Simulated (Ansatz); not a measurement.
**Data sheet: ScSnCN (DFT)**

ScSnCN:
```
ScSnCN
1.0
    3.59795     0.00000     0.00000
   -1.79898     3.11592     0.00000
    0.00000     0.00000     5.52388
Sc Sn C N
1 1 1 1
Direct
  0.33333   0.66667   0.52420
  0.66667   0.33333   0.00520
  0.33333   0.66667   0.11303
  0.66667   0.33333   0.60756
```

Space group P3m1 (No. 156); conventional cell a = 3.5980 Å, b = 3.5980 Å, c = 5.5239 Å, α = 90.00°, β = 90.00°, γ = 120.00°.

Method: PBE (plane waves, PAW; program Ansatz). Geometry: relaxed at this level of theory. Other levels are named where they apply.

Cell and energy:

| Item | Value |
|---|---|
| Volume per atom | 15.48 Å³ |
| Density | 5.09 g/cm³ |
| Formation energy from the elements (no fitted shifts) | -29 kJ/mol of atoms |

Electronic structure:

| Property | Result |
|---|---|
| Band gap | 1.81 eV (direct) |
| Valence-band maximum | at Γ |
| Conduction-band minimum | at Γ |
| Electron effective mass | 0.14, 0.14, 0.57 mₑ (principal values) |
| Electron effective mass with spin–orbit coupling | 0.14, 0.14, 0.57 mₑ (principal values) |
| Hole effective mass, band 1 of 2 at the edge | 0.78 along x, 4.6 along z (mₑ) |
| Hole effective mass, band 2 of 2 at the edge | 0.16 along x, 4.6 along z (mₑ) |
| Hole effective mass with spin–orbit coupling | 0.26, 0.26, 4.6 mₑ (principal values) |
| Gap with spin–orbit coupling | 1.77 eV |

Mechanics:

| Item | Result |
|---|---|
| Bulk modulus (Birch–Murnaghan fit) | 113 GPa |
| Pressure derivative B′ | 1.6 |

The start of the workflow was typed in or built on a structure type; neither database checked (COD, Materials Project) lists it. Its standing as an ambient phase is unchecked. Symmetry was held in the PBE relaxation; whether a distortion lowers the energy is not shown. The run is not spin-polarised. The references are the lowest solids computed at this level, not always the standard phases (solids in place of the gases). Spin–orbit coupling is left out wherever it is not named.

Potentials: the earlier of the program's two PAW sets.
